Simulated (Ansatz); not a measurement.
LaOF:
```yaml
crystal:
  lattice:
    - [4.00104, 0.00000, 0.00000]
    - [0.00000, 4.00104, 0.00000]
    - [0.00000, 0.00000, 5.71191]
  atoms:
    - { symbol: La, position: [0.50000, 0.00000, 0.71801] }
    - { symbol: La, position: [0.00000, 0.50000, 0.28199] }
    - { symbol: O, position: [0.00000, 0.00000, 0.50000] }
    - { symbol: O, position: [0.50000, 0.50000, 0.50000] }
    - { symbol: F, position: [0.50000, 0.50000, 0.00000] }
    - { symbol: F, position: [0.00000, 0.00000, 0.00000] }
```

Cartesian axes are those of the cell as given.

### Question
Give the high-frequency dielectric tensor and the Born effective charge tensors of the independent atoms from DFPT, LDA in the plane-wave PAW code Ansatz.

### Answer

ε∞:
```
3.83  0.00  0.00
0.00  3.83  0.00
0.00  0.00  3.40
```
Z* of atom 1 (La), rows: field, columns: displacement, in e:
```
4.17  0.00  0.00
0.00  4.17  0.00
0.00  0.00  3.64
```
Z* of atom 3 (O), rows: field, columns: displacement, in e:
```
-2.85   0.00   0.00
 0.00  -2.85   0.00
 0.00   0.00  -1.84
```
Z* of atom 5 (F), rows: field, columns: displacement, in e:
```
-1.32   0.00   0.00
 0.00  -1.32   0.00
 0.00   0.00  -1.80
```

Space group P4/nmm. The workflow started from a Materials Project entry (that database holds measured and hypothetical structures alike); the Crystallography Open Database copy checked does not list it. COD files the formula under space group No. 166. Whether it is the stable phase at ambient conditions was not checked. Symmetry was held in the LDA relaxation; whether a distortion lowers the energy is not shown. Spin–orbit coupling is left out wherever it is not named.

Potentials: the later of the program's two PAW sets.
